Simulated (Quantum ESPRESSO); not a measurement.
pw.x input (Quantum ESPRESSO 7.5; LDA, PseudoDojo standard norm-conserving files, scalar-relativistic):

```
&CONTROL
  calculation = 'scf'
  pseudo_dir = './pseudo'
  outdir = './out'
  tprnfor = .true.
  tstress = .true.
/
&SYSTEM
  ibrav = 0
  nat = 2
  ntyp = 2
  ecutwfc = 102.0
  ecutrho = 408.0
  occupations = 'smearing'
  smearing = 'fd'
  degauss = 0.005
  nbnd = 19
/
&ELECTRONS
  conv_thr = 2e-10
/
ATOMIC_SPECIES
Ca 40.0780 Ca.upf
Cd 112.4140 Cd.upf
CELL_PARAMETERS angstrom
  3.809260000000   0.000000000000   0.000000000000
  0.000000000000   3.809260000000   0.000000000000
  0.000000000000   0.000000000000   3.809260000000
ATOMIC_POSITIONS crystal
Ca   0.000000000000   0.000000000000   0.000000000000
Cd   0.500000000000   0.500000000000   0.500000000000
K_POINTS automatic
12 12 12 0 0 0
```

End of the output:

```

[...]
     the Fermi energy is     9.2708 ev
!    total energy              =    -427.97645553 Ry
     estimated scf accuracy    <          1.0E-10 Ry
     smearing contrib. (-TS)   =      -0.00148874 Ry
     internal energy E=F+TS    =    -427.97496679 Ry
     The total energy is F=E-TS. E is the sum of the following terms:
     one-electron contribution =    -257.94850438 Ry
     hartree contribution      =     134.19512776 Ry
     xc contribution           =     -62.58329839 Ry
     ewald contribution        =    -241.63829177 Ry
     convergence has been achieved in   9 iterations
     Forces acting on atoms (cartesian axes, Ry/au):
     atom    1 type  1   force =     0.00000000    0.00000000    0.00000000
     atom    2 type  2   force =     0.00000000    0.00000000    0.00000000
     Total force =     0.000000     Total SCF correction =     0.000000
     Computing stress (Cartesian axis) and pressure
          total   stress  (Ry/bohr**3)                   (kbar)     P=      -30.28
  -0.00020581   0.00000000   0.00000000          -30.28        0.00        0.00
   0.00000000  -0.00020581   0.00000000            0.00      -30.28        0.00
   0.00000000   0.00000000  -0.00020581            0.00        0.00      -30.28
```

Spin-orbit coupling is not included.

Geometry of the Materials Project entry, not relaxed at this level.
